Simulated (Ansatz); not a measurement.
Property card for VMoS4

Computed with Ansatz, DFT PBE, scalar-relativistic, plane waves, PAW.

Cutoff 420 eV; k points 12×12×4 on the computed 6-atom cell (Γ-centred); Gaussian smearing, width 0.10 eV; no spin polarisation.

The structure is relaxed at this level of theory with its symmetry kept, and needn't be the ground state of this composition.

```
CELL_PARAMETERS angstrom
3.18816 0.00000 0.00000
-1.59408 2.76102 0.00000
0.00000 0.00000 13.58030
ATOMIC_POSITIONS crystal
V 0.00000 0.00000 0.50000
Mo 0.00000 0.00000 0.00000
S 0.66667 0.33333 0.39213
S 0.66667 0.33333 0.88324
S 0.33333 0.66667 0.11676
S 0.33333 0.66667 0.60787
```

Question: Formation energy from the elements' standard states (uncorrected)?

Answer: -0.742 eV/atom.

Question: Kohn–Sham band gap?

Answer: none (metal).

Question: Density of states at the Fermi level?

Answer: 6.7 states/eV per cell.

Question: Orbital (Löwdin) character within 0.5 eV of the Fermi level?

Answer: V 3d 37 %, S 3p 34 %, Mo 4d 25 %.

Question: Bader charge by site (e)?

Answer: V (1 in the cell) 1.45, Mo (1 in the cell) 1.30, S (2 in the cell) -0.74, S (2 in the cell) -0.64.

The cell holds layers, chains or molecules and no dispersion correction was added, so their binding is poorly described.

A magnetic start lost its moments in a first run, so spin was left out; other magnetic orders weren't tried.

Another cell of VMoS4 relaxed alike, in P-6m2, lies 148 meV/atom lower, so this cell isn't the stable form at this level.

The cell was found from a structure generator's guess, not taken from experiment. Löwdin shares on free-atom orbitals overweight diffuse shells.
